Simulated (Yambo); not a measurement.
```
CdOFH
1.0
    3.53436     0.00000     0.00000
    0.00000     4.84469     0.00000
   -0.00816     0.00000     5.62795
H O F Cd
2 2 2 2
Direct
  0.74970   0.68417   0.27240
  0.25030   0.18417   0.72760
  0.24816   0.02155   0.61969
  0.75184   0.52155   0.38031
  0.24887   0.47975   0.89420
  0.75113   0.97975   0.10580
  0.74776   0.75453   0.73337
  0.25224   0.25453   0.26663
```

CdOFH (space group P2_1, No. 4, within 0.06 Å of Pmn2_1): mean Im ε in 1 eV windows above the direct gap of 3.84 eV, for different electron-hole kernels (Yambo, broadening 0.15 eV, norm-conserving LDA (Quantum ESPRESSO, 102 Ry, no spin-orbit coupling) bands; 4×4×4 mesh, 22 valence and 4 conduction bands, static screening with 69 bands and a 3 Ry block, scissor 2.17 eV, Tamm-Dancoff; field along x).

```
window (eV)  independent quasiparticles  BSE
-----------  --------------------------  ---
3.8 to 4.8                          0.8  1.2
4.8 to 5.8                          0.8  2.1
5.8 to 6.8                          1.3  2.5
6.8 to 7.8                          1.6  2.7
7.8 to 8.8                          2.1  2.2
8.8 to 9.8                          2.5  1.4
```

This run doesn't resolve bound excitons or single peaks, so only averages are given, and they too depend on the mesh; weight that the attraction moves below the gap isn't listed. All transitions below 11.63 eV are in the band window. The scissor comes from a G0W0 run whose convergence isn't established.

Spin-orbit splittings are left out.

Geometry of the Materials Project entry, not relaxed at this level.

The structure is a Materials Project entry; no match was found in the copy of COD used, and its stability was not checked.
